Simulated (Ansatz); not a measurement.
# What DFT gives for Cu

```yaml
crystal:
  lattice:
    - [0.00000, 1.80638, 1.80638]
    - [3.61275, 0.00000, 3.61275]
    - [1.80638, 1.80638, 0.00000]
  atoms:
    - { symbol: Cu, position: [0.00000, 0.00000, 0.00000] }
    - { symbol: Cu, position: [0.00000, 0.50000, 0.00000] }
```

Method: PBE, with U_eff = 1.0 eV on Cu d (all-electron-ortho-atomic projectors), collinear spin; PAW, plane waves to 420 eV, 10×5×10 Γ-centred mesh, fermi-dirac occupations (width 0.1 eV) (Ansatz 0.2.0), atoms fixed.

The state carries no moments; the state need not be the lowest.

(1) What happens at the Fermi level?

(2) Are the atoms at rest?

(3) Is the cell too large or too small?

(4) What do density and ELF say about some of the short contacts?

Origin: a database entry at a rescaled volume. Caveats: the k mesh is coarse if the cell is a metal.

Answers

(1) It is a metal, with about 0.64 states/eV a cell as the mean within 0.25 eV of the Fermi level.

(2) The forces vanish by the symmetry of the sites.

(3) The pressure is 2.6 GPa (compression positive), so with the atoms held at these fractions the cell would first expand.

(4) Cu–Cu at 2.55 Å: least valence density 0.27 e/Å³ and ELF 0.22 there. These are pseudo-fields; inside the PAW spheres they differ from the all-electron ones.
